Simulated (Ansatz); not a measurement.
KTaO3:
```
KTaO3
1.0
    3.95137     0.00000     0.00000
    0.00000     3.95137     0.00000
    0.00000     0.00000     3.95137
K Ta O
1 1 3
Cartesian
  1.97568   1.97568   1.97568
  0.00000   0.00000   0.00000
  0.00000   1.97568   0.00000
  1.97568   0.00000   0.00000
  0.00000   0.00000   1.97568
```

Relaxed with LDA.

Problem. Give the optical modes at the zone centre with their infrared and Raman activity from DFPT, plane-wave PAW LDA (Ansatz code).

Solution. Transverse frequencies, without the LO–TO term; a row sums one degenerate level.

```tsv
ω (cm⁻¹)	degeneracy	IR ((D/Å)²/amu)	Raman (Å⁴/amu)	activity	symmetry
101	3	134.42	0	IR	T1u
181	3	16.62	0	IR	T1u
247	3	0.00	0	silent	T2u
556	3	87.73	0	IR	T1u
```

Problem. How high does the top mode go among those that the LO–TO term moves?

Solution. 819 cm⁻¹ for q along x.

Space group Pm-3m (cubic perovskite). The LDA relaxation kept the symmetry of its start. No spin polarisation was allowed. Spin–orbit coupling is left out wherever it is not named.

Potentials: the earlier of the program's two PAW sets. The files were generated under PBE; for other functionals the program regenerates the frozen cores, and for LDA and PBEsol the local potential too.
